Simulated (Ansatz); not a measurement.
# Zone-centre phonons of Ti2AlC at 15 GPa: input and output

All numbers below come from DFT PBEsol, scalar-relativistic, plane waves, PAW (Ansatz 0.2.0).

Launched with:
```bash
ansatz run input.yaml --threads 2 --pin off --max-ram 6144MiB --backend cpu --events-out ev --progress --plain --runs-dir out
```

Input (bare energies are in eV):
```yaml
crystal:
  lattice:
    - [2.9525787799, 0.0, 0.0]
    - [-1.4762893899, 2.5570082301, 0.0]
    - [0.0, 0.0, 13.2384526525]
  atoms:
    - { symbol: Ti, position: [0.3333333333, 0.6666666667, 0.0861678711] }
    - { symbol: Ti, position: [0.6666666667, 0.3333333333, 0.5861678711] }
    - { symbol: Ti, position: [0.6666666667, 0.3333333333, 0.9138321289] }
    - { symbol: Ti, position: [0.3333333333, 0.6666666667, 0.4138321289] }
    - { symbol: Al, position: [0.3333333333, 0.6666666667, 0.75] }
    - { symbol: Al, position: [0.6666666667, 0.3333333333, 0.25] }
    - { symbol: C, position: [0.0, 0.0, 0.0] }
    - { symbol: C, position: [0.0, 0.0, 0.5] }
basis:
  ecutwfc: 420
kpoints:
  mp_grid: { grid: [12, 12, 4] }
hamiltonian:
  xc: pbesol
scf:
  occupations: { method: fermi_dirac, width: 0.15 }
output:
  eigenvalues: true
phonons:
  method: dfpt
  eigenvectors: true
```

The end of the output:
```
--- Phonons (Γ-DFPT): 6 representative perturbations + reference, on 164 of 576 k-points (Σ response iterations 21) ---
  k mesh reduced under 2 symmetry operations, with k and −k counted as one. Each operation leaves every solved perturbation unchanged. A smaller set is not used because it would not reduce the number of displacements ...
  ASR residual: 1.246e-3 → 0.000e0 eV/Å²; symmetrization residual: 9.997e-6 eV/Å²
  ASR residual per site (eV/Å²): 1.25e-3 1.25e-3 1.25e-3 1.25e-3 9.67e-5 9.67e-5 1.45e-5 1.45e-5
  Γ frequencies (cm⁻¹): 0.00 0.00 0.00 110.47 110.47 168.89 168.89 173.21 204.32 204.32 281.27 295.57 295.57 297.77 297.77 374.39 389.85 443.87 652.76 657.31 709.77 709.77 710.13 710.13
  non-analytic LO–TO correction: not included (Born effective charges unavailable; polar crystals: no LO–TO splitting at Γ)
```

The run took 3.2 min on 2 threads of Intel(R) Xeon(R) 6975P-C (Granite Rapids), on a shared host, peak memory 2.5 GiB.

In a metal, frequencies and elastic constants depend on the k mesh and the smearing, soft modes and shear constants most. Other phases may be more stable at this pressure.